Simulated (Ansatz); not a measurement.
BP:
```
BP
1.0
    0.00000     2.24536     2.24536
    2.24536     0.00000     2.24536
    2.24536     2.24536     0.00000
B P
1 1
Direct
  0.00000   0.00000   0.00000
  0.75000   0.75000   0.75000
```

Relaxed with LDA.

Give the optical modes at the zone centre with their infrared and Raman activity from DFPT, LDA in the plane-wave PAW code Ansatz.

Transverse frequencies, without the LO–TO term; a row sums one degenerate level.

```json
[
 {"ω (cm⁻¹)": "821", "degeneracy": "3", "IR ((D/Å)²/amu)": "3.54", "Raman (Å⁴/amu)": "780", "activity": "IR+Raman", "symmetry": "T2"}
]
```

How high does the top mode go among those that the LO–TO term moves?

828 cm⁻¹ for q along x.

Space group F-43m (zinc blende). The LDA relaxation kept the symmetry of its start.

Potentials: the earlier of the program's two PAW sets. The files were generated under PBE; for other functionals the program regenerates the frozen cores, and for LDA and PBEsol the local potential too.
